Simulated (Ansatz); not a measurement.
Starting cell, Te (trigonal-Te type, space group P3_121):

```
Te
1.0
    4.62355     0.00000     0.00000
   -2.31177     4.00411     0.00000
    0.00000     0.00000     5.90437
Te
3
Direct
  0.25344   0.00000   0.33333
  0.00000   0.25344   0.66667
  0.74656   0.74656   0.00000
```

In each cell atom 1 (Te, nearest neighbour Te at 2.827 Å; its periodic images, 4.6 Å or more away, move with it) moves by s·(0.707, 0.707, 0.000) (along Cartesian [110]), the rest being held.

The numbers are results of r2SCAN (plane waves to 500 eV, PAW, scalar-relativistic; Ansatz, a quantum-chemistry and plane-wave program), not measurements. k mesh 7×7×5 (Γ-centred), Fermi-Dirac smearing 0.05 eV. E stands for the smeared free energy. Spin-orbit coupling is left out, though Te is heavy. Te was relaxed with its symmetry unable to fall. The PAW data are Ansatz's earlier set. The zero of ΔE is the undisplaced structure.

| s (Å) | ΔE (meV/cell) |
|---|---|
| -0.280 | 153.5 |
| -0.224 | 95.5 |
| -0.168 | 52.2 |
| -0.112 | 22.5 |
| -0.056 | 5.4 |
| 0.000 | 0.0 |
| 0.056 | 5.2 |
| 0.112 | 19.8 |
| 0.168 | 42.9 |
| 0.224 | withheld |
| 0.280 | 109.6 |

Task: Fit a polynomial form (powers 2, 3, 4) to the given rows and predict ΔE at s = 0.224.

Result: Least squares on the 10 given rows: ΔE = (1687)·s² + (-998.1)·s³ + (-117.5)·s⁴, in meV/cell with s in Å; root-mean-square residual 0.06 meV/cell. At 0.224 the fit gives 73.1 meV/cell; the calculation gives 73.2 meV/cell, so the interpolation is off by -0.1 (-0.1 %). The quadratic term alone would give 84.6 meV/cell.

(A displaced cell: forces are minus the slopes of the energy, force constants its curvatures, and phonons follow from these.)
